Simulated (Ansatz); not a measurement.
LaN:
```xyz
2
Lattice="0.0000 2.8065 2.8065 2.8065 0.0000 2.8065 2.8065 2.8065 0.0000" Properties=species:S:1:pos:R:3 pbc="T T T"
N      1.4032     1.4032     1.4032
La     0.0000     0.0000     0.0000
```

PBE in the plane-wave PAW code Ansatz gives a gap of 1.17 eV without spin–orbit coupling, maximum at X, minimum at Γ.

Question: What happens when spin–orbit coupling is switched on?

Answer: The gap shrinks by 0.08 eV, to 1.09 eV; maximum at X, minimum at Γ.

Question: Give the electron effective mass with spin–orbit coupling.

Answer: 0.40 mₑ (isotropic).

Question: Give the hole effective mass with spin–orbit coupling.

Answer: 0.73, 1.1, 1.1 mₑ (principal values).

Space group F-43m (zinc blende). The start of the workflow was typed in or built on a structure type; neither database checked (COD, Materials Project) lists it. COD files the formula under space group No. 225, so this cell is another polymorph or a model. Whether it is the stable phase at ambient conditions was not checked. The cell was relaxed with PBE under the symmetry of its start; whether a distortion lowers the energy is not shown.

Potentials: the later of the program's two PAW sets.
